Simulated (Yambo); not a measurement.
## Excitons in Rb₂ScAgF₆

```
CELL_PARAMETERS angstrom
      0.00000     4.49301     4.49301
      4.49301     0.00000     4.49301
      4.49301     4.49301     0.00000
ATOMIC_POSITIONS crystal
  F  0.77350 0.22650 0.22650
  F  0.22650 0.77350 0.77350
  F  0.22650 0.77350 0.22650
  F  0.77350 0.22650 0.77350
  F  0.22650 0.22650 0.77350
  F  0.77350 0.77350 0.22650
  Sc 0.00000 0.00000 0.00000
  Rb 0.75000 0.75000 0.75000
  Rb 0.25000 0.25000 0.25000
  Ag 0.50000 0.50000 0.50000
```

The geometry is that of Materials Project entry mp-1110600, symmetrised and not relaxed again.

BSE in Yambo on norm-conserving LDA (Quantum ESPRESSO, 86 Ry, without SOC) bands: 4×4×4 mesh, 22 valence and 9 conduction bands, static screening with 110 bands and a 3 Ry block, scissor 3.57 eV, Tamm-Dancoff; field along x.

```csv
state,energy (eV),states within 2 meV,relative strength,class,main transitions
1,4.22,2,< 0.01,dark,several band pairs
2,4.82,3,< 0.01,dark,several band pairs
3,6.10,2,< 0.01,dark,several band pairs
4,6.34,3,1.00,weak,VB → CB (68 %)
5,6.41,3,< 0.01,dark,several band pairs
6,6.48,2,< 0.01,dark,several band pairs
7,6.51,3,< 0.01,dark,several band pairs
8,6.54,3,< 0.01,dark,several band pairs
```

These are vertical excitations (zero momentum); the indirect quasiparticle gap, about 6.53 eV, is smaller than the direct one (6.77 eV on the GW mesh). The direct quasiparticle gap on this mesh is 6.77 eV; counted from there, state 1 is bound by 2.55 eV. Convergence with the mesh was not shown.

Spin singlets only. Strengths are relative to the strongest of the lowest states of this run; strong means a line over 3 % of the spectrum's maximum, dark under 0.03 %. Absolute energies carry the error of the G0W0 scissor, whose convergence isn't established.

Spin-orbit splittings are left out.

The structure is a Materials Project entry; no match was found in the copy of COD used, and its stability was not checked.
